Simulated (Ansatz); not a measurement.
MoS₂ in space group R3m (No. 160; Mo on 3a, S on 3a, S on 3a) at seven volumes, r²SCAN+D4 in the plane-wave PAW code Ansatz, shape and atoms relaxed at each. One row is withheld.

```tsv
V (Å³/atom)	P (GPa)
16.493	5.74
17.037	3.18
17.581	1.30
18.124	0.00
18.668	-0.87
19.212	?
19.756	-1.51
```

Problem. Fit the shown pressures and predict the withheld one.

Solution. P = (3/2)B₀(x^(7/2) − x^(5/2))[1 + (3/4)(B′ − 4)(x − 1)] with x = (V₀/V)^(2/3). Least squares on the six rows gives V₀ = 18.125 Å³/atom, B₀ = 34.7 GPa, B′ = 13.38. At V = 19.212, x = 0.9619 and P = -1.32 GPa. The run itself gave -1.37 GPa.

Symmetry was held in the r²SCAN+D4 relaxation; of distortions, only those at the zone centre were tested. No spin polarisation was allowed.

Potentials: the later of the program's two PAW sets.
